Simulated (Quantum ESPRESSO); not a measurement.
Simulation results for Ge₇As (made-up cell), Al₃SiN₄ (made-up cell)

Computed with Quantum ESPRESSO 7.5. Calculation on a made-up crystal cell, not a measurement: periodic Kohn-Sham density functional theory in plane waves with PseudoDojo standard norm-conserving scalar-relativistic pseudopotentials, each functional with its own files (v0.5 for PBE, v0.4.1 for LDA and PBEsol), no spin polarisation, no spin-orbit coupling, atoms not relaxed, stress positive in tension, energies less a fixed whole-eV offset for each atom's element; levels are Kohn-Sham levels at fractions of this cell's reciprocal vectors, counted from the reference band (half the neutral cell's valence electrons, rounded up) at Gamma; error bars cover cutoff and k-mesh only, not smearing or the files; added strain carries the atoms with the cell, and shear is the tensor component; each bar is the largest change over components, and at least 0.002 eV, 0.002 eV per angstrom or 0.02 GPa; energies are for the whole cell, and the offsets were chosen from early runs and are not element reference energies.

Common to all runs: functional pbe; cutoff 1143 eV; fermi dirac smearing 0.1 eV; scf tolerance 1e-07 eV; electrons removed 0.

```json
{"entry": 1, "formula": "Ge7As", "kind": "made-up cell", "structure": {"cell_angstrom": [[5.8528, 0.0, 0.0], [0.0, 5.8528, 0.0], [0.0, 0.0, 5.8528]], "atoms_fractional": [["Ge", -0.00497, -0.00711, 0.00989], ["Ge", -0.00554, 0.49961, 0.48049], ["Ge", 0.4737, -0.02315, 0.49038], ["Ge", 0.50701, 0.51592, -0.00501], ["Ge", 0.24692, 0.26199, 0.27296], ["Ge", 0.24564, 0.70886, 0.75251], ["Ge", 0.74745, 0.2323, 0.74154], ["As", 0.75299, 0.742, 0.25195]]}, "given": {"lattice_type": "zincblende/diamond", "k_mesh": "6 x 6 x 6, shifted by half a step", "atom_site": [1, 2, 3, 4, 5, 6, 7, 8], "atom_energy_offset [eV]": [-2430, -2430, -2430, -2430, -2430, -2430, -2430, -2887]}, "results": {"free_energy_less_offsets [eV]": -1.981, "smearing_term_minus_ts [eV]": -0.07519, "scf_iterations": 10, "pressure [GPa]": 0.1974, "stress_xx [GPa]": -1.005, "stress_yy [GPa]": 0.3505, "stress_zz [GPa]": 0.06239, "stress_yz [GPa]": 0.7591, "stress_xz [GPa]": -1.695, "stress_xy [GPa]": 2.278, "force_site": [1, 2, 3, 4, 5, 6, 7, 8], "force_x [eV/angstrom]": [0.9037, -0.2982, 0.3031, 0.1595, 0.6283, -0.787, -0.3514, -0.5579], "force_y [eV/angstrom]": [0.44, -0.6639, 0.3785, -1.913, -0.6458, 1.501, 0.166, 0.738], "force_z [eV/angstrom]": [-0.62, 1.635, 0.9213, 0.2495, -1.637, -0.2596, -0.07644, -0.2134], "fermi_level [eV]": 0.4573, "reference_band": 57, "level_k_point": ["Gamma", "(1/2,1/2,1/2)", "(0.15,0,0)", "(0,0.15,0)", "(0,0,0.15)"], "next_band_up [eV]": [0.2541, -0.4132, 0.496, 0.5505, 0.5562], "error_bar_energy [eV]": 0.003925, "error_bar_stress [GPa]": 0.06085, "error_bar_force [eV/angstrom]": 0.01378, "error_bar_next_band_up [eV]": 0.002, "error_bar_fermi_level [eV]": 0.01697, "error_bars_from": "tighter rerun of this cell"}}
{"entry": 2, "formula": "Al3SiN4", "kind": "made-up cell", "structure": {"cell_angstrom": [[3.1024, 0.0235, -0.0391], [0.0407, 5.4621, -0.0076], [-0.0638, -0.0072, 5.1829]], "atoms_fractional": [["Al", -0.0126, 0.00222, -0.00798], ["Si", 0.49605, 0.50303, 0.00517], ["Al", 0.50393, 0.1641, 0.49641], ["Al", -0.00287, 0.66242, 0.49326], ["N", -0.00671, 0.00543, 0.37612], ["N", 0.48514, 0.50326, 0.37097], ["N", 0.50535, 0.15547, 0.87012], ["N", -0.00254, 0.66993, 0.88072]]}, "given": {"lattice_type": "wurtzite", "k_mesh": "8 x 6 x 6, shifted by half a step", "atom_site": [1, 2, 3, 4, 5, 6, 7, 8], "atom_energy_offset [eV]": [-64, -115, -64, -64, -283, -283, -283, -283]}, "results": {"free_energy_less_offsets [eV]": -1.93, "smearing_term_minus_ts [eV]": -0.08235, "scf_iterations": 12, "pressure [GPa]": -3.697, "stress_xx [GPa]": -2.953, "stress_yy [GPa]": 5.698, "stress_zz [GPa]": 8.347, "stress_yz [GPa]": -1.009, "stress_xz [GPa]": -2.078, "stress_xy [GPa]": 3.726, "force_site": [1, 2, 3, 4, 5, 6, 7, 8], "force_x [eV/angstrom]": [1.33, 0.04064, -0.5697, -0.4526, 0.4214, 0.6149, -1.422, 0.03747], "force_y [eV/angstrom]": [-0.08611, -0.5056, -0.1321, 1.422, -0.6114, -0.6431, 1.988, -1.431], "force_z [eV/angstrom]": [1.253, -0.3043, -0.03826, 0.467, -0.6097, -0.8226, -0.1012, 0.1565], "fermi_level [eV]": 1.614, "reference_band": 17, "level_k_point": ["Gamma", "(1/2,1/2,1/2)", "(0.15,0,0)", "(0,0.15,0)", "(0,0,0.15)"], "next_band_up [eV]": [1.663, 1.223, 1.846, 1.811, 1.537], "error_bar_energy [eV]": 0.004536, "error_bar_stress [GPa]": 0.03013, "error_bar_force [eV/angstrom]": 0.006214, "error_bar_next_band_up [eV]": 0.002, "error_bar_fermi_level [eV]": 0.002, "error_bars_from": "tighter rerun of this cell"}}
```
